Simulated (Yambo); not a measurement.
Yambo run on CaCrO4 (space group I4_1/amd, No. 141). The wavefunctions are norm-conserving PBEsol (Quantum ESPRESSO, 94 Ry, scalar-relativistic) ones on a 2×2×2 mesh (48 occupied bands); a = 6.0059 Å, b = 6.0059 Å, c = 6.0059 Å, α = 105.82°, β = 105.82°, γ = 117.05°.

Yambo input:

```
rim_cut
gw0
dyson
el_el_corr
HF_and_locXC
ppa
em1d
RandQpts= 1000000
RandGvec= 1 Ry
EXXRLvcs= 94 Ry
VXCRLvcs= 376 Ry
Chimod= "HARTREE"
% BndsRnXp
 9 | 255 |
%
NGsBlkXp= 7 Ry
% LongDrXp
 1.0 | 1.0 | 1.0 |
%
PPAPntXp= 27.2114 eV
% GbndRnge
 1 | 255 |
%
GTermKind= "none"
DysSolver= "n"
ExtendOut
% QPkrange
 1 | 1 | 48 | 49 |
%
```

k points by index: 1 = Γ.

Table of the .qp output:

```
#    K-point    Band    Eo [eV]    E [eV]    E-Eo [eV]    Vxc [eV]    Vnlxc [eV]    Sc|Eo [eV]    Sc|E [eV]    dSc/dw|Eo [eV]    Re(Z)    Im(Z)
#
    1    48    0.000000    -0.484532    -0.484532    -19.59099    -24.50241    4.281503    4.426894    -8.162977    0.769237    -0.001467
    1    49    2.309527    4.289311    1.979784    -21.97169    -15.83655    -3.603041    -4.155358    -7.591012    0.781881    -0.001161
```
(The two width columns are left out.) Convergence of these settings isn't established.

Geometry of the Materials Project entry, not relaxed at this level.

The runs are not spin-polarised; magnetic order was not tried.
